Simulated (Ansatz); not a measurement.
ZnS (wurtzite)

```yaml
crystal:
  lattice:
    - [3.84511, 0.00000, 0.00000]
    - [-1.92255, 3.32996, 0.00000]
    - [0.00000, 0.00000, 6.30566]
  atoms:
    - { symbol: Zn, position: [0.66667, 0.33333, 0.99985] }
    - { symbol: Zn, position: [0.33333, 0.66667, 0.49985] }
    - { symbol: S, position: [0.66667, 0.33333, 0.62535] }
    - { symbol: S, position: [0.33333, 0.66667, 0.12535] }
```

A phonon eigenvector at Γ is frozen into this cell: atom i moves by Q times the vector below, so Q is the largest atomic displacement, in Å. The cell is held. It is one choice among 2 degenerate patterns.

```tsv
atom	x	y	z
Zn1	0.000	0.490	0.000
Zn2	0.000	0.490	0.000
S3	0.000	-1.000	0.000
S4	0.000	-1.000	0.000
```

These are PBE (plane waves to 420 eV, PAW, scalar-relativistic; Ansatz, a program for electronic structure) values and carry that method's errors. k mesh 10×10×5 (Γ-centred), Fermi-Dirac smearing 0.05 eV. The energy includes the smearing's −TS. ZnS was relaxed with its symmetry unable to fall. The zero of ΔE is the undisplaced structure.

Successive frames, forces in eV/Å:

| frame | ΔE (eV/cell) | F on Zn1 | F on Zn2 | F on S3 | F on S4 |
|---|---|---|---|---|---|
| Q = 0.233 Å | 0.727 | (0.000, -1.151, -0.519) | (0.000, -3.440, -1.076) | (0.000, 3.515, 1.042) | (0.000, 1.076, 0.553) |
| Q = 0.187 Å | 0.449 | (0.000, -1.016, -0.355) | (0.000, -2.415, -0.632) | (0.000, 2.467, 0.614) | (0.000, 0.965, 0.373) |
| Q = 0.140 Å | 0.246 | (0.000, -0.841, -0.214) | (0.000, -1.599, -0.328) | (0.000, 1.630, 0.320) | (0.000, 0.810, 0.222) |
| Q = 0.093 Å | 0.107 | (0.000, -0.619, -0.101) | (0.000, -0.947, -0.135) | (0.000, 0.961, 0.132) | (0.000, 0.605, 0.104) |

### Question
What are the energy and the forces in the next frame, Q = 0.047 Å?

### Answer
ΔE (eV/cell) = 0.027.

| atom | Fx | Fy | Fz |
|---|---|---|---|
| Zn1 | 0.000 | -0.342 | -0.027 |
| Zn2 | 0.000 | -0.423 | -0.031 |
| S3 | 0.000 | 0.426 | 0.031 |
| S4 | 0.000 | 0.339 | 0.027 |

(A displaced cell: forces are minus the slopes of the energy, force constants its curvatures, and phonons follow from these.)
